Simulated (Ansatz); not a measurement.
NbRh3:
```yaml
crystal:
  lattice:
    - [3.81987, 0.00000, 0.00000]
    - [0.00000, 3.81987, 0.00000]
    - [0.00000, 0.00000, 3.81987]
  atoms:
    - { symbol: Nb, position: [0.00000, 0.00000, 0.00000] }
    - { symbol: Rh, position: [0.00000, 0.50000, 0.50000] }
    - { symbol: Rh, position: [0.50000, 0.00000, 0.50000] }
    - { symbol: Rh, position: [0.50000, 0.50000, 0.00000] }
```

Relaxed with LDA. Special points in fractions of this cell's reciprocal vectors: Γ (0.000, 0.000, 0.000); X (0.000, 0.500, 0.000); M (0.500, 0.500, 0.000); R (0.500, 0.500, 0.500).

Task: List the band energies nearest the Fermi level at these points for DFT-LDA in the program Ansatz with PAW potentials.

Result: In eV from the Fermi level; about four levels below and three above (degenerate sets whole), none deeper than 8.9 eV; points with the same levels are listed once.

```json
[
 {"k": "Γ", "below": "-2.75 -2.75 -2.75 -0.59 -0.59", "above": "0.47 1.01 1.01 1.01"},
 {"k": "X", "below": "-1.50 -1.50 -1.38 -0.24", "above": "0.42 0.42 1.01"},
 {"k": "M", "below": "-1.86 -1.86 -1.29 -1.08", "above": "1.02 1.02 1.13"},
 {"k": "R", "below": "-2.70 -2.70 -2.70 -2.42 -2.42", "above": "0.55 0.55 0.55"}
]
```

Space group Pm-3m (Cu3Au type). The workflow started from a Materials Project entry (that database holds measured and hypothetical structures alike); the Crystallography Open Database files this formula in space group No. 221, but the cells were not matched. Whether it is the stable phase at ambient conditions was not checked. The cell was relaxed with LDA under the symmetry of its start; of distortions, only those at the zone centre were tested. The run is not spin-polarised. Scalar-relativistic: spin–orbit coupling is off unless named, which matters more the heavier the elements.

Potentials: the later of the program's two PAW sets.
